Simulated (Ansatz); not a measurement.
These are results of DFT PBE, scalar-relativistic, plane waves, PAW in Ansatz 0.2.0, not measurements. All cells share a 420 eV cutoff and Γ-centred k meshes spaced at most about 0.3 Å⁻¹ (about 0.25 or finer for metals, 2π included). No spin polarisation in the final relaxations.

Each of these unrelaxed guesses is relaxed in cell and atoms within its symmetry. A guess keeps its type if space group and coordination stay and the shape of the cell changes little (axis ratios within about 15 %, angles within 6°); the volume may change.

1. CaGaI3

```cif
data_structure
_symmetry_space_group_name_H-M 'P6_3/mmc'
_symmetry_Int_Tables_number 194
_cell_length_a 7.7047
_cell_length_b 7.7047
_cell_length_c 6.4719
_cell_angle_alpha 90.000
_cell_angle_beta 90.000
_cell_angle_gamma 120.000
_cell_volume 332.72
loop_
_atom_site_label
_atom_site_type_symbol
_atom_site_symmetry_multiplicity
_atom_site_Wyckoff_symbol
_atom_site_fract_x
_atom_site_fract_y
_atom_site_fract_z
_atom_site_occupancy
Ca1 Ca 2 d 0.33333 0.66667 0.75000 1
Ga1 Ga 2 a 0.00000 0.00000 0.00000 1
I1 I 6 h 0.83333 0.66667 0.75000 1
```

2. Al3Ga2P5

```cif
data_structure
_symmetry_space_group_name_H-M 'I-4m2'
_symmetry_Int_Tables_number 119
_cell_length_a 3.7344
_cell_length_b 3.7344
_cell_length_c 26.4060
_cell_angle_alpha 90.000
_cell_angle_beta 90.000
_cell_angle_gamma 90.000
_cell_volume 368.25
loop_
_atom_site_label
_atom_site_type_symbol
_atom_site_symmetry_multiplicity
_atom_site_Wyckoff_symbol
_atom_site_fract_x
_atom_site_fract_y
_atom_site_fract_z
_atom_site_occupancy
Al1 Al 4 e 0.00000 0.00000 0.20000 1
Al2 Al 2 a 0.00000 0.00000 0.00000 1
Ga1 Ga 4 e 0.50000 0.50000 0.10000 1
P1 P 4 f 0.50000 0.00000 0.15000 1
P2 P 2 c 0.00000 0.50000 0.25000 1
P3 P 4 f 0.00000 0.50000 0.45000 1
```

Task: Which guesses survive the relaxation?

Result: Guess 2 keeps its type.

| guess | kept | start group | end group | V start (Å³/atom) | V end | b/a and c/a, end over start | nearest neighbours start | nearest neighbours end |
| --- | --- | --- | --- | --- | --- | --- | --- | --- |
| 1 | no | P6_3/mmc | P6_3/mmc | 33.3 | 37.7 | 1.00, 0.60 | Ca 12, Ga 6, I 2 | Ca 6, Ga 2, I 4 |
| 2 | yes | I-4m2 | I-4m2 | 18.4 | 20.9 | 1.00, 1.00 | Al 4, Ga 4, P 4 | Al 4, Ga 4, P 4 |

Neighbours count within 15 % of an atom's shortest distance; end groups are read at 0.02 Å (0.05 Å in metals).

Spin–orbit coupling, which can matter for I, is left out. Cells relaxed within their symmetry can be saddle points.
